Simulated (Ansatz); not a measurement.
Relaxed-ion elastic tensor of Ag$_{2}$S in space group Cmcm (No. 63; Ag on 4b, Ag on 4c, S on 4c) in GPa (Voigt order), plane-wave PAW LDA (Ansatz code); density 7.51 g/cm³, 18.26 Å³ per atom.

```csv
,1,2,3,4,5,6
1,151,79.2,45.8,0.0,0.0,0.0
2,79.2,75.6,31.9,0.0,0.0,0.0
3,45.8,31.9,36.2,0.0,0.0,0.0
4,0.0,0.0,0.0,4.4,0.0,0.0
5,0.0,0.0,0.0,0.0,9.5,0.0
6,0.0,0.0,0.0,0.0,0.0,9.9
```

### Question
Is the crystal mechanically stable?

### Answer
Yes: the smallest eigenvalue of C is 4.4 GPa.

### Question
Work out the Voigt, Reuss and Hill averages.

### Answer
K_V = 64.0, K_R = 33.2, K_H = 48.6; G_V = 11.8, G_R = 8.2, G_H = 10.0 GPa.

### Question
Give Young's modulus, Poisson's ratio, Pugh's ratio and the universal anisotropy index.

### Answer
E = 9KG/(3K + G) = 28.1 GPa; ν = 0.40; K/G = 4.86 (ductile by the Pugh limit of 1.75); A_U = 5G_V/G_R + K_V/K_R − 6 = 3.10.

### Question
Estimate the sound speeds and the Debye temperature.

### Answer
v_l = √((K + 4G/3)/ρ) = 2870 m/s, v_t = √(G/ρ) = 1150 m/s, mean 1310 m/s; Θ = (h/k)(3n/4πV)^(1/3) v_m = 148 K.

### Question
Solve the Christoffel equation for the three sound speeds along x, y, z.

### Answer
Eigenvalues of C_ijkl n_j n_l equal ρv². In km/s, slowest first: x 1.13, 1.15, 4.48; y 0.76, 1.15, 3.17; z 0.76, 1.13, 2.20.

### Question
How much does each axis shrink under pressure?

### Answer
Linear compressibilities β_i = Σ_j S_ij (j = 1 to 3): x -6.0, y 7.4, z 29 per TPa.

The first step of the workflow began from a Materials Project structure, measured or hypothetical; the Crystallography Open Database copy checked does not list it. COD files the formula under space group No. 4, 14, so this cell is another polymorph or a model. Its standing as an ambient phase is unchecked. Symmetry was held in the LDA relaxation; of distortions, only those at the zone centre were tested. No spin polarisation was allowed.

Potentials: the later of the program's two PAW sets.
